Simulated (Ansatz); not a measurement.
**6 guesses for HoO3 and where they end**

Method: Ansatz 0.2.0, DFT PBE, scalar-relativistic, plane waves, PAW, and for the lanthanide a 4f-in-core norm-conserving potential. Settings: cutoff 690 eV, Γ-centred meshes spaced at most about 0.3 Å⁻¹, and about 0.25 Å⁻¹ or finer for metals (2π included), Gaussian smearing. No spin polarisation in the final relaxations.

Each guess was relaxed in cell and atoms at zero pressure, within the symmetry of its start. Temperature and zero-point effects are left out. Coordination counts O atoms around Ho (those within 1.25 times the shortest such distance or 1.15 times the sum of covalent radii, 1.27 where that leaves under three; a plus sign parts nearer from farther groups).

```csv
guess,made from,start group,V start (Å³/atom),end group,V end (Å³/atom),coordination at the end,gap on mesh (eV),E over the lowest end (meV/atom)
1,MgSn3 type,P-6m2,13.2,P-6m2,14.8,Ho 2+6,0,0
2,random cell,P4/mmm,15.6,Pm-3m (ReO3),21.5,Ho 6,0,553
3,CdHg3 type,Fm-3m,12.2,Fm-3m (BiF3 (D0_3)),10.6,Ho 8+6,0,295
4,random cell,P4/mmm,14.1,P4/mmm,12.0,Ho 6,0,293
5,Ho3Mg type,P4/mmm,16.7,P4/mmm,12.6,Ho 2+8,0,43
6,LuF3 type,P-3m1,11.8,?,?,?,?,?
```

Guess 6 as it starts:

```xyz
4
Lattice="3.6713 0.0000 0.0000 -1.8356 3.1794 0.0000 0.0000 0.0000 4.0477" Properties=species:S:1:pos:R:3 pbc="T T T"
Ho    0.0000    0.0000    2.0239
O     0.0000    2.1196    2.4691
O     1.8356    1.0598    1.5787
O     0.0000    0.0000    0.0000
```

Task: Predict the end of this guess and its energy over the lowest end.

Result: It ends in space group P-3m1 (No. 164), with a = 3.740 Å, c = 4.503 Å, 13.6 Å³/atom and no gap. It lies 274 meV/atom over the lowest end, above guess 5 and below guess 4. Counting O atoms around Ho, this end has Ho 8 and the lowest (guess 1) has Ho 2+6. The lowest (guess 1) holds O–O pairs (shortest 1.48 Å, as in peroxide); in this end the shortest O–O distance is 2.59 Å.

```xyz
4
Lattice="3.7400 0.0000 0.0000 -1.8700 3.2389 0.0000 0.0000 0.0000 4.5031" Properties=species:S:1:pos:R:3 pbc="T T T"
Ho    0.0000    0.0000    2.2515
O     0.0000    2.1593    3.0713
O     1.8700    1.0796    1.4318
O     0.0000    0.0000    0.0000
```

Formation energies are uncorrected and refer to the elements' standard structures at the same level (O₂ as a molecule).

Task: Is the lowest end bound against the elements?

Result: Yes: its formation energy is −1.53 eV/atom. A negative formation energy is needed for stability but isn't enough: competing phases decide.

For metals, differences of a few meV/atom aren't resolved. In P-6m2, P4/mmm at 12.6 Å³/atom, P-3m1, P4/mmm at 12.0 Å³/atom, Fm-3m and others an odd number of valence electrons (the lanthanide is held trivalent, its 4f shell in the core) allows no gap without spin; another valence of the lanthanide, a larger cell or a magnetic state could open one. A magnetic state wasn't ruled out in cells without spin, among them P-6m2, P4/mmm at 12.6 Å³/atom, P-3m1, Fm-3m, Pm-3m. Cells relaxed within their symmetry can be saddle points. A lower structure may well exist outside this small set. Some candidate types were left out of the draw beforehand, so a known form may be missing.

The lanthanide is trivalent by construction, without f bands, f moments or other valences. The reference runs of the other elements, and any phases without the lanthanide, used 420 eV, which shifts energies against them by under 10 meV/atom. The lanthanide's reference is the lowest of its hcp, dhcp and fcc cells.
